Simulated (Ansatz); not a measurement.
Relaxed GaN (wurtzite):

```xyz
8
Lattice="3.1831 0.0000 0.0000 -1.5916 2.7567 0.0000 0.0000 0.0000 10.3673" Properties=species:S:1:pos:R:3 pbc="T T T"
Ga     1.5916     0.9189     0.0051
Ga     1.5916     0.9189     5.1888
Ga     0.0000     1.8378     2.5969
Ga     0.0000     1.8378     7.7806
N      1.5916     0.9189     3.2357
N      1.5916     0.9189     8.4193
N      0.0000     1.8378     0.6439
N      0.0000     1.8378     5.8275
```

The atoms are displaced by Q × the pattern below (from a DFPT mode at A = (0.0, 0.0, 0.5), largest move 1; Q in Å), at fixed cell. It is one choice among 4 degenerate patterns. (q is in reciprocal vectors of the primitive cell; the cell shown is doubled to hold the pattern.)

```csv
atom,x,y,z
Ga1,0.000,0.172,0.000
Ga2,0.000,-0.172,0.000
Ga3,0.000,-1.000,0.000
Ga4,0.000,1.000,0.000
N5,0.000,-0.904,0.000
N6,0.000,0.904,0.000
N7,0.000,0.080,0.000
N8,0.000,-0.080,0.000
```

The numbers are results of r2SCAN (plane waves to 500 eV, PAW, scalar-relativistic; Ansatz, a first-principles code), not measurements. k mesh 12×12×4 (Γ-centred), Fermi-Dirac smearing 0.05 eV. The energy includes the smearing's −TS. GaN was relaxed with its symmetry unable to fall. ΔE is measured from the undisplaced structure.

```json
[
 {"Q (Å)": "-0.2800", "ΔE (meV/cell)": "283.0"},
 {"Q (Å)": "-0.2333", "ΔE (meV/cell)": "196.5"},
 {"Q (Å)": "-0.1867", "ΔE (meV/cell)": "125.7"},
 {"Q (Å)": "-0.1400", "ΔE (meV/cell)": "70.7"},
 {"Q (Å)": "-0.0933", "ΔE (meV/cell)": "withheld"},
 {"Q (Å)": "-0.0467", "ΔE (meV/cell)": "7.8"},
 {"Q (Å)": "0.0000", "ΔE (meV/cell)": "0.0"},
 {"Q (Å)": "0.0467", "ΔE (meV/cell)": "7.8"},
 {"Q (Å)": "0.0933", "ΔE (meV/cell)": "withheld"},
 {"Q (Å)": "0.1400", "ΔE (meV/cell)": "70.7"},
 {"Q (Å)": "0.1867", "ΔE (meV/cell)": "125.7"},
 {"Q (Å)": "0.2333", "ΔE (meV/cell)": "196.5"},
 {"Q (Å)": "0.2800", "ΔE (meV/cell)": "283.0"}
]
```

**Question.** Fit an even polynomial form (powers 2, 4) to the given rows and predict ΔE at Q = -0.0933.

**Answer.** Least squares on the 11 given rows: ΔE = (3606)·Q² + (49.52)·Q⁴, in meV/cell with Q in Å; root-mean-square residual 0.05 meV/cell. At -0.0933 the fit gives 31.4 meV/cell; the calculation gives 31.4 meV/cell, the same to the digits shown. The quadratic term alone would give 31.4 meV/cell.

(For displaced atoms, the force is minus the slope of the energy, and its curvature is a force constant, which sets phonon frequencies.)
